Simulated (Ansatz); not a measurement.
Zr:
```
CELL_PARAMETERS angstrom
      4.92218     0.00000     0.00000
     -2.46109     4.26273     0.00000
      0.00000     0.00000     3.08391
ATOMIC_POSITIONS crystal
  Zr 0.00000 0.00000 0.50000
  Zr 0.33333 0.66667 0.00000
  Zr 0.66667 0.33333 0.00000
```

Relaxed with LDA. Special points in fractions of this cell's reciprocal vectors: Γ (0.000, 0.000, 0.000); M (0.500, 0.000, 0.000); K (0.333, 0.333, 0.000); A (0.000, 0.000, 0.500); L (0.500, 0.000, 0.500); H (0.333, 0.333, 0.500).

**Question.** List the band energies nearest the Fermi level at these points for LDA in the plane-wave PAW code Ansatz.

**Answer.** In eV from the Fermi level; about four levels below and three above (degenerate sets whole), none deeper than 8.9 eV; points with the same levels are listed once.

```
k                          below                above
-  -----------------------------  -------------------
Γ  -0.45 -0.45 -0.38 -0.38 -0.18       0.86 1.69 1.69
M        -0.70 -0.69 -0.53 -0.03       0.75 1.09 1.98
K  -3.01 -3.01 -0.56 -0.56 -0.11       0.33 0.81 0.81
A        -2.08 -2.03 -2.03 -1.26  1.27 1.27 1.78 1.78
L        -2.09 -1.63 -0.86 -0.42       0.25 0.96 1.48
H  -1.61 -1.61 -1.17 -1.06 -1.06  0.53 0.53 0.95 0.95
```

Space group P6/mmm. This is a known high-pressure phase of the composition, computed here at zero pressure and temperature. The cell was relaxed with LDA under the symmetry of its start; whether a distortion lowers the energy is not shown. No spin polarisation was allowed. Scalar-relativistic: spin–orbit coupling is off unless named, which matters more the heavier the elements.

Potentials: the earlier of the program's two PAW sets. The files were generated under PBE; for other functionals the program regenerates the frozen cores, and for LDA and PBEsol the local potential too.
